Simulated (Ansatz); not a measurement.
ZnNi₃N (anti-perovskite, space group No. 221), r²SCAN (plane waves, PAW; program Ansatz), all energies at zero smearing, with the estimated change up to a 700 eV cutoff added, with one set of potentials and settings (totals compare only within such a set). Cell of 5 atoms (1 Zn, 3 Ni, 1 N): -21247.215 eV.

| element | reference phase | E (eV/atom) |
|---|---|---|
| Zn | P6_3/mmc, 2 atoms in the cell | -3325.6811 |
| Ni | Fm-3m, 1 atoms in the cell, spin-polarised | -5845.2921 |
| N | Pa-3, 8 atoms in the cell | -384.8341 |

Formation energy per atom, worked out: (-21247.215 − 1×(-3325.6811) − 3×(-5845.2921) − 1×(-384.8341))/5 = -0.165 eV/atom (-16 kJ per mol of atoms), at 0 K, without zero-point energy or fitted corrections.

Space group Pm-3m (anti-perovskite). The first step of the workflow began from a Materials Project structure, measured or hypothetical; the Crystallography Open Database copy checked does not list it. Whether it is the stable phase at ambient conditions was not checked. The r²SCAN relaxation kept the symmetry of its start; whether a distortion lowers the energy is not shown. The run is not spin-polarised. The references are the lowest solids computed at this level, not always the standard phases (solids in place of the gases).

Potentials: the earlier of the program's two PAW sets.
